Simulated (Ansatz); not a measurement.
A relaxed structure of Si2W. Level of theory: r2SCAN (plane waves to 500 eV, PAW, scalar-relativistic; Ansatz, an electronic-structure program).

```
CELL_PARAMETERS angstrom
      4.57942     0.00000     0.00000
     -2.28971     3.96589     0.00000
      0.00000     0.00000     6.60944
ATOMIC_POSITIONS crystal
  W  0.50000 0.00000 0.00000
  W  0.50000 0.50000 0.33333
  W  0.00000 0.50000 0.66667
  Si 0.16358 0.32717 0.00000
  Si 0.83642 0.16358 0.33333
  Si 0.67283 0.83642 0.66667
  Si 0.83642 0.67283 0.00000
  Si 0.16358 0.83642 0.33333
  Si 0.32717 0.16358 0.66667
```

Q: Find the space group and the Wyckoff positions (tolerance 0.01 Å).

A: Space group P6₂22 (No. 180); a = 4.5794 Å, b = 4.5794 Å, c = 6.6094 Å, α = 90.00°, β = 90.00°, γ = 120.00°

| atom | site | symmetry | x | y | z |
|---|---|---|---|---|---|
| W | 3c | 222 | 0.5000 | 0.0000 | 0.0000 |
| Si | 6i | ..2 | 0.1636 | 0.3272 | 0.0000 |

This is the AFLOW prototype AB2_hP9_180_d_j (C40, as in CrSi2).

Q: Give the shortest distances between elements (the closest pairs, up to four, under 3.6 Å).

A: Si–Si 2.56 Å; Si–W 2.58 Å; W–W 3.18 Å.

```json
{
 "volume_per_atom": "13.34 Å³",
 "band_gap": "0.13 eV, indirect (valence top at L, conduction bottom at M) (no spin-orbit coupling)",
 "smallest_direct_gap": "0.83 eV at M"
}
```

No spin polarisation in the result. Spin-orbit coupling is missing; with elements this heavy it can move band edges by tenths of an eV or more.

The run could not lose the symmetry of its start; a randomly shaken copy of 9 atoms returns to this structure.

The first start was generated by placing the elements on the sites of a structure type. Materials Project lists a structure of Si2W in the same space group, P6₂22 (No. 180); the sites were not compared with it, nor with measured phases. Known forms of Si2W include space group No. 139.
